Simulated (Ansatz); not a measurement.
Ag (diamond, Fd-3m) is relaxed with the program Ansatz at the PBE level (PAW). What lattice parameters of the conventional cell result?

a = 6.216 Å.

The start of the workflow was typed in or built on a structure type; neither database checked (COD, Materials Project) lists it. It is not the phase usual at ambient conditions (space group No. 225). Symmetry was held in the PBE relaxation; its stability against distortions is not shown here. The run is not spin-polarised.

Potentials: the later of the program's two PAW sets.
